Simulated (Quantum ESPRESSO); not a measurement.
## Ta2Ga3Zn2Mo (input and log of a self-consistent run)

Computed values, not a measurement. The program is pw.x of Quantum ESPRESSO 7.5 (plane-wave density functional theory). The cell is made up: eight metal atoms on a hexagonal close-packed lattice, with elements, volume, strain and displacements drawn at random and not relaxed, so it may be unstable or far from any real phase. PseudoDojo standard norm-conserving files set the functional (PBE unless stated); there is no spin polarisation or spin-orbit coupling, the Fermi-Dirac width of 0.25 eV means electrons at about 2900 K, and the masses in the input are unused placeholders. Heavy elements are run without spin-orbit coupling, which real alloys of them have. A spin test at this wide smearing found no moment, but such smearing suppresses magnetism that the real alloy may have.

Input:

```
&control calculation='scf', pseudo_dir='./dojo.nc.sr.pbe.v0_5.standard.upf', outdir='./o', disk_io='minimal', tprnfor=.true., tstress=.true. /
&system ibrav=0, nat=8, ntyp=4, nbnd=72, ecutwfc=84.00895049, nosym=.true., tot_charge=0,
 occupations='smearing', smearing='fd', degauss=0.0183746611
/
&electrons conv_thr=1.470e-08, electron_maxstep=70, mixing_beta=0.5 /
ATOMIC_SPECIES
Ga 1.0 Ga.upf
Mo 1.0 Mo.upf
Ta 1.0 Ta.upf
Zn 1.0 Zn.upf
CELL_PARAMETERS angstrom
2.8911 0.0657 4.7102
2.9268 -0.0698 -4.7328
-2.9126 5.1376 0.0855
ATOMIC_POSITIONS angstrom
Ta 0.0438 0.0808 -0.054
Ga -1.3361 2.5006 -0.0384
Ga 3.0318 1.5933 -2.3774
Ga 1.4484 4.2827 -2.3789
Ta 2.8893 0.0401 0.0441
Zn 1.5402 2.4723 -0.0525
Mo 2.9327 1.7392 2.3723
Zn 1.4037 4.3268 2.4791
K_POINTS automatic
5 5 5 1 1 1
```

The log is shortened where brackets say so; the opening notice, blank lines, dates and the lines on written files are dropped, and the path of the files is cut. It prints rydbergs, bohrs and kilobars, and counts compression as positive stress. Its total energy is the free energy E - TS of the whole cell.

```
     Program PWSCF v.7.5
     Parallel version (MPI & OpenMP), running on       4 processor cores
     Number of MPI processes:                 4
     Threads/MPI process:                     1
     [start-up lines left out]
     bravais-lattice index     =            0
     lattice parameter (alat)  =      10.4447  a.u.
     unit-cell volume          =     951.7726 (a.u.)^3
     number of atoms/cell      =            8
     number of atomic types    =            4
     number of electrons       =       119.00
     number of Kohn-Sham states=           72
     kinetic-energy cutoff     =      84.0090  Ry
     charge density cutoff     =     336.0358  Ry
     scf convergence threshold =      1.5E-08
     mixing beta               =       0.5000
     number of iterations used =            8  plain     mixing
     Exchange-correlation= PBE
                           (   1   4   3   4   0   0   0)
     [axes and pseudopotential details left out]
   Cartesian axes
     site n.     atom                  positions (alat units)
         1        Ta     tau(   1) = (   0.0079246   0.0146189  -0.0097701  )
         2        Ga     tau(   2) = (  -0.2417365   0.4524259  -0.0069476  )
         3        Ga     tau(   3) = (   0.5485343   0.2882709  -0.4301357  )
         4        Ga     tau(   4) = (   0.2620546   0.7748558  -0.4304071  )
         5        Ta     tau(   5) = (   0.5227522   0.0072552   0.0079789  )
         6        Zn     tau(   6) = (   0.2786637   0.4473056  -0.0094987  )
         7        Mo     tau(   7) = (   0.5306044   0.3146681   0.4292130  )
         8        Zn     tau(   8) = (   0.2539671   0.7828346   0.4485359  )
     number of k points=    63  Fermi-Dirac smearing, width (Ry)=  0.0184
                       cart. coord. in units 2pi/alat
        k(    1) = (   0.1901456   0.2154178  -0.0023722), wk =   0.0320000
        k(    2) = (   0.1902854   0.4307108  -0.0054610), wk =   0.0320000
     [further k points left out]
     Dense  grid:    98977 G-vectors     FFT dimensions: (  64,  64,  72)
     Estimated max dynamical RAM per process >     403.74 MB
     Estimated total dynamical RAM >       1.51 GB
     Initial potential from superposition of free atoms
     starting charge     118.9884, renormalised to     119.0000
     Starting wfcs are   77 randomized atomic wfcs
     total cpu time spent up to now is       10.6 secs
     per-process dynamical memory:   319.9 Mb
     Self-consistent Calculation
     iteration #  1     ecut=    84.01 Ry     beta= 0.50
     Davidson diagonalization with overlap
     ethr =  1.00E-02,  avg # of iterations =  3.8
     Threshold (ethr) on eigenvalues was too large:
     Diagonalizing with lowered threshold
     Davidson diagonalization with overlap
     ethr =  8.13E-04,  avg # of iterations =  2.0
     total cpu time spent up to now is       61.7 secs
     total energy              =   -1695.46876708 Ry
     estimated scf accuracy    <       0.98526221 Ry
     iteration #  2     ecut=    84.01 Ry     beta= 0.50
     Davidson diagonalization with overlap
     ethr =  8.28E-04,  avg # of iterations =  3.6
     total cpu time spent up to now is       90.1 secs
     total energy              =   -1695.05020730 Ry
     estimated scf accuracy    <       9.82891132 Ry
     iteration #  3     ecut=    84.01 Ry     beta= 0.50
     Davidson diagonalization with overlap
     ethr =  8.28E-04,  avg # of iterations =  3.1
     total cpu time spent up to now is      115.3 secs
     total energy              =   -1695.90666762 Ry
     estimated scf accuracy    <       0.26722304 Ry
     iteration #  4     ecut=    84.01 Ry     beta= 0.50
     Davidson diagonalization with overlap
     ethr =  2.25E-04,  avg # of iterations =  2.3
     total cpu time spent up to now is      137.9 secs
     total energy              =   -1695.93664624 Ry
     estimated scf accuracy    <       0.02419903 Ry
     iteration #  5     ecut=    84.01 Ry     beta= 0.50
     Davidson diagonalization with overlap
     ethr =  2.03E-05,  avg # of iterations =  6.4
     total cpu time spent up to now is      163.3 secs
     total energy              =   -1695.93845548 Ry
     estimated scf accuracy    <       0.01428609 Ry
     [iterations 6 to 7 left out]
     iteration #  8     ecut=    84.01 Ry     beta= 0.50
     Davidson diagonalization with overlap
     ethr =  1.55E-07,  avg # of iterations =  3.8
     total cpu time spent up to now is      226.9 secs
     total energy              =   -1695.94152556 Ry
     estimated scf accuracy    <       0.00002913 Ry
     iteration #  9     ecut=    84.01 Ry     beta= 0.50
     Davidson diagonalization with overlap
     ethr =  2.45E-08,  avg # of iterations =  2.0
     total cpu time spent up to now is      247.5 secs
     total energy              =   -1695.94152895 Ry
     estimated scf accuracy    <       0.00000295 Ry
     iteration # 10     ecut=    84.01 Ry     beta= 0.50
     Davidson diagonalization with overlap
     ethr =  2.48E-09,  avg # of iterations =  2.8
     total cpu time spent up to now is      269.5 secs
     total energy              =   -1695.94152946 Ry
     estimated scf accuracy    <       0.00000028 Ry
     iteration # 11     ecut=    84.01 Ry     beta= 0.50
     Davidson diagonalization with overlap
     ethr =  2.31E-10,  avg # of iterations =  3.6
     total cpu time spent up to now is      293.7 secs
     total energy              =   -1695.94152951 Ry
     estimated scf accuracy    <       0.00000003 Ry
     iteration # 12     ecut=    84.01 Ry     beta= 0.50
     Davidson diagonalization with overlap
     ethr =  2.58E-11,  avg # of iterations =  2.8
     total cpu time spent up to now is      320.7 secs
     End of self-consistent calculation
     [lines on levels left out]
!    total energy              =   -1695.94152951 Ry
     estimated scf accuracy    <          9.2E-09 Ry
     smearing contrib. (-TS)   =      -0.08176804 Ry
     internal energy E=F+TS    =   -1695.85976147 Ry
     The total energy is F=E-TS. E is the sum of the following terms:
     one-electron contribution =    -826.34639826 Ry
     hartree contribution      =     483.07419969 Ry
     xc contribution           =    -294.99021091 Ry
     ewald contribution        =   -1057.59735199 Ry
     convergence has been achieved in  12 iterations
     Forces acting on atoms (cartesian axes, Ry/au):
     atom    1 type  3   force =    -0.01610702   -0.01606097    0.02535116
     atom    2 type  1   force =    -0.01435147    0.01551709    0.00692018
     atom    3 type  1   force =    -0.01113076    0.00515546   -0.00324591
     atom    4 type  1   force =     0.00320265   -0.00741195    0.02203383
     atom    5 type  3   force =     0.01398659   -0.00065091   -0.02716838
     atom    6 type  4   force =     0.00284560    0.02811649    0.00482211
     atom    7 type  2   force =     0.01464298   -0.02202782   -0.01494209
     atom    8 type  4   force =     0.00691143   -0.00263739   -0.01377089
     Total force =     0.072730     Total SCF correction =     0.000368
     Computing stress (Cartesian axis) and pressure
          total   stress  (Ry/bohr**3)                   (kbar)     P=      -85.98
  -0.00058598  -0.00001308   0.00003628          -86.20       -1.92        5.34
  -0.00001308  -0.00063680   0.00000953           -1.92      -93.68        1.40
   0.00003628   0.00000953  -0.00053060            5.34        1.40      -78.05
     init_run     :     10.03s CPU     10.34s WALL (       1 calls)
     electrons    :    305.36s CPU    310.11s WALL (       1 calls)
     forces       :      2.69s CPU      2.72s WALL (       1 calls)
     stress       :     10.64s CPU     10.65s WALL (       1 calls)
     [timing details left out]
     PWSCF        :   5m28.97s CPU   5m34.08s WALL
     JOB DONE.
```

In other units: free energy -23074.460 eV for the cell, pressure -8.60 GPa, largest force component 0.723 eV/Å in size. The run took 336 s of wall time with four MPI processes on a shared machine (Intel Xeon, 2023 or later, virtual cores), so the time is rough. A rerun of this cell at a higher cutoff and on a denser mesh moved values by no more than 0.003 eV in energy, 0.03 GPa in stress and 0.010 eV/Å in force, and a second program with other atomic files agreed on that cell to 2 % rms in force and 0.5 GPa in pressure.